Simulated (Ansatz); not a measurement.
# HfO2: from a starting cell to a relaxed one

The start is a generated trial cell of HfO2 in the tetragonal-ZrO2 structure type. Cell shape, volume and atoms are optimised at zero target pressure with r2SCAN (plane waves to 500 eV, PAW, scalar-relativistic; Ansatz, a program for electronic structure). First-step values are on the input's coarse k-mesh.

Ansatz input (later rounds restart from its end on a renewed k-mesh):
Ansatz 0.2 input:
```yaml
crystal:
  lattice:
    - [3.587413, 0, 0]
    - [0, 3.587413, 0]
    - [0, 0, 5.161889]
  atoms:
    - { symbol: Hf, position: [0, 0, 0] }
    - { symbol: Hf, position: [0.5, 0.5, 0.5] }
    - { symbol: O, position: [0, 0.5, 0.2033] }
    - { symbol: O, position: [0, 0.5, 0.7033] }
    - { symbol: O, position: [0.5, 0, 0.2967] }
    - { symbol: O, position: [0.5, 0, 0.7967] }
basis: { ecutwfc: 500, ecutrho_ratio: 4, xc_grid: 4, fft_grid_basis: typed }
kpoints: { mp_grid: { grid: [7, 7, 5] } }
hamiltonian:
  xc: r2scan
  dispersion: none
  pseudopotentials: { azcp: { folder: ./paw }, kind: paw }
scf: { occupations: { method: fermi_dirac, width: 0.05 } }
relax: { f_tol: 0.01, max_steps: 100, cell: { stress_tol: 0.02 } }
output: { forces: true, stress: true }
```

- Outcome: The space group stays P4₂/nmc (No. 137) (the run could not lower it), with 6 atoms in the primitive cell
- Energy released: 2 meV/atom
- Shortest distances (start → end): The closest pairs of elements (up to four, under 3.6 Å), start → end: Hf–O 2.08 → 2.06 Å; O–O 2.58 → 2.59 Å; Hf–Hf 3.59 → 3.58 Å
- Band gap at the end: 5.27 eV, indirect (valence top at Z, conduction bottom at Γ) (no spin-orbit coupling)
- Optimiser moves: 5

Relaxed structure:

```cif
data_Hf2O4
_chemical_formula_sum 'Hf2 O4'
_space_group_name_H-M_alt 'P42/nmc :1'
_space_group_IT_number 137
_space_group_name_Hall 'P 4n 2n -1n'
_cell_length_a 3.57698
_cell_length_b 3.57698
_cell_length_c 5.20360
_cell_angle_alpha 90.000
_cell_angle_beta 90.000
_cell_angle_gamma 90.000
loop_
_space_group_symop_operation_xyz
  'x, y, z'
  '-y+1/2, x+1/2, z+1/2'
  '-x, -y, z'
  'y+1/2, -x+1/2, z+1/2'
  'x+1/2, -y+1/2, -z+1/2'
  '-y, -x, -z'
  '-x+1/2, y+1/2, -z+1/2'
  'y, x, -z'
  '-x+1/2, -y+1/2, -z+1/2'
  'y, -x, -z'
  'x+1/2, y+1/2, -z+1/2'
  '-y, x, -z'
  '-x, y, z'
  'y+1/2, x+1/2, z+1/2'
  'x, -y, z'
  '-y+1/2, -x+1/2, z+1/2'
loop_
_atom_site_label
_atom_site_type_symbol
_atom_site_symmetry_multiplicity
_atom_site_Wyckoff_symbol
_atom_site_fract_x
_atom_site_fract_y
_atom_site_fract_z
_atom_site_occupancy
Hf1 Hf 2 a 0.00000 0.00000 0.00000 1
O1 O 4 d 0.00000 0.50000 0.19607 1
```

Final values are on a 9×9×7 k-mesh of the relaxed cell. No spin polarisation in the result.

The run could not lose the symmetry of its start; a randomly shaken copy of 12 atoms returns to this structure.
